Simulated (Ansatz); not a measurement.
Competing spin states in FeCO₃

```
Fe C O
1.0
     2.34435    1.35351    5.12433
    -2.34435    1.35351    5.12433
     0.00000   -2.70702    5.12433
Fe C O
2 2 6
Direct
  0.00000 0.00000 0.00000
  0.50000 0.50000 0.50000
  0.25000 0.25000 0.25000
  0.75000 0.75000 0.75000
  0.52430 0.97570 0.25000
  0.25000 0.52430 0.97570
  0.97570 0.25000 0.52430
  0.47570 0.02430 0.75000
  0.75000 0.47570 0.02430
  0.02430 0.75000 0.47570
```

Computed with plane-wave PAW DFT (Ansatz 0.2.0): r2SCAN with U_eff = 3.1 eV on Fe d (all-electron-ortho-atomic projectors), 500 eV cutoff, 6×6×6 Γ-centred mesh, fermi-dirac occupations of width 0.050 eV. The atoms are fixed and numbered as listed; spin is collinear, without spin-orbit coupling.

The cycle has several fixed points for this cell. Moments (μB):

```tsv
state	Fe1	Fe2	other atoms together	size of the net moment a cell
A	3.53	3.53	0.25	8.00
B	0.00	0.00	0.00	0.00
C	3.52	-3.52	0.00	0.00
```

Site moments are taken in small spheres that don't touch (radius about 0.4 of the atom's shortest bond), so those of the magnetic atoms read low, and they needn't add up to the net moment. State B was run without spin polarisation.

Problem. Which state has the lowest energy at zero smearing, and how far up are the others?

Solution. State C (antiparallel, compensated) is lowest; A (parallel moments) lies 1.1 meV above it, B (without moments) lies 388 meV above it, all counted an atom of the cell.

Problem. Which states have a gap on the mesh, and what pressure does each exert on this cell?

Solution. A: gap 3.41 eV, 0.7 GPa; B: gap 3.89 eV, -13.1 GPa; C: gap 3.48 eV, 0.6 GPa (positive in compression). Moments take up room: without them the pressure is lower, so that state wants a smaller cell.

Problem. What do states A and C say about the exchange?

Solution. Between A and C the moments keep their size (3.53 against 3.52 μB in the mean), so the difference mostly measures the exchange between the flipped sites: the antiparallel order gains 6 meV for each Fe atom. The nearest flipped pair stands 3.73 Å apart. Flipped pairs are linked through O; the widest Fe–O–Fe angle among the nearer links is 121°, at 3.73 Å between the metal atoms.

Problem. How much does the cell gain by forming moments?

Solution. 388 meV an atom of the cell, or 1939 meV for each Fe atom, against state B, which has none. A run without spin would miss this and give wrong energies and forces. That state isn't the paramagnet, which keeps its moments, so this is no ordering energy, and a U raises it further by its penalty on part-filled orbitals.

The cell is that of a Crystallography Open Database entry, unchanged.

Caveats: only orders that fit this cell and collinear spins were tried, so the true order may need a larger cell or canted moments; atoms and cell are not relaxed, and each state would relax in its own way; the U is a value in common use, not computed for this crystal; one start a pattern, so a lower state of the same pattern may exist.
